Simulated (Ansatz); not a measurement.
# TiSe in the zincblende structure

Method: PBEsol, scalar-relativistic; collinear spin; PAW, 420 eV, 10×10×10 k-mesh, Gaussian smearing of 0.05 eV; code Ansatz. The datasets are Ansatz's generated set soft_2.

```
Ti Se
1.0
     0.00000    2.85058    2.85058
     2.85058    0.00000    2.85058
     2.85058    2.85058    0.00000
Ti Se
1 1
Direct
  0.00000 0.00000 0.00000
  0.25000 0.25000 0.25000
```

The start was a prototype's sites filled with these elements. The Crystallography Open Database lists the compound in space groups Pnma, P63/mmc, so this is a trial structure.

Magnetic state: ferromagnetic, site spin moments Ti 0.72 μB.

Cell and atoms are those of this level's equilibrium.

The cell has space group F-43m (read at 0.01 Å). In it the stress is -0.01, -0.01, -0.01, 0.00, 0.00, 0.00 GPa and the largest force component 0.000 eV/Å. Each change below starts from this cell, without further relaxation. Stress is in GPa, positive in compression, in the order xx, yy, zz, yz, xz, xy; energies are counted from the cell above and are free energies with the smearing's entropy, which match forces and stress in a metal.

Question: One atom was moved along a Cartesian axis, and these forces appeared. Which atom, and about how far?
```tsv
atom	Fx (eV/Å)	Fy	Fz
Ti1	0.000	0.587	0.000
Se2	0.000	-0.587	0.000
```

Answer: Atom 2 (Se) is moved by 0.08 Å along y; the energy changes by 23.4 meV per cell. Moving the other atom the opposite way is the same thing.

Question: What stress follows from an engineering strain of 1 % in xz, atoms carried along?

Answer: 0.00, 0.01, 0.00, 0.00, -0.55, 0.00 GPa; the energy changes by 0.8 meV per cell.
```tsv
atom	Fx (eV/Å)	Fy	Fz
Ti1	0.000	0.138	0.000
Se2	0.000	-0.138	0.000
```
The change of the stress over the strain gives a clamped-atom stiffness of about 55 GPa for this component.

The run wasn't fully tested for a lower electronic state. Site moments are of spin, integrated over atomic spheres. No antiparallel order was tried.
